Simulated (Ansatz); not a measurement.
BaB2Rh2: do energies and stresses tell the same story?

Method: DFT PBEsol, scalar-relativistic, plane waves, PAW (Ansatz 0.2.0).

Settings: cutoff 420 eV, Γ-centred mesh 12×12×12 on the computed 5-atom cell, Gaussian smearing of 0.10 eV; no spin polarisation.

Relaxed cell: I4/mmm, a = 3.882 Å, b = 3.882 Å, c = 11.257 Å, α = 90.00°, β = 90.00°, γ = 90.00°, 5 atoms in the primitive cell. Whether it is the stable form of this composition wasn't checked.

Energies at zero smearing and pressures from the stress tensor, at volumes with shape and atoms relaxed:
```tsv
V (Å³/atom)	E − E(first) (meV/atom)	P (GPa)
14.928	0.00	14.93
15.437	-39.86	10.36
15.946	-66.21	6.38
16.455	-80.79	2.94
16.964	-85.23	-0.02
17.473	-81.01	-2.52
17.981	-69.47	-4.65
18.660	-44.63	-6.99
```

Question: Check P = −dE/dV between neighbouring volumes, and get the bulk modulus from the pressures alone.

Answer: With 1 eV/Å³ = 160.2 GPa:
```csv
middle V (Å³/atom),−ΔE/ΔV (GPa),mean P (GPa)
15.182,12.550,12.641
15.691,8.295,8.369
16.200,4.591,4.663
16.709,1.398,1.462
17.218,-1.329,-1.269
17.727,-3.633,-3.582
18.321,-5.865,-5.818
```

The two differ by 0.09 GPa at most. The mean of two end pressures misses the average over a step by about ΔV² P″/12, up to 0.05 GPa here; with that taken off 0.04 GPa remains, from the smearing term (the stress is the derivative of the free energy), the finite cutoff, the mesh or the relaxation's tolerance. Around V = 16.964 Å³/atom, the two neighbours give B = −V ΔP/ΔV = 16.964 × 5.46 / 1.018 = 91.0 GPa, against B0 = 90.0 GPa from the Birch–Murnaghan fit of the energies.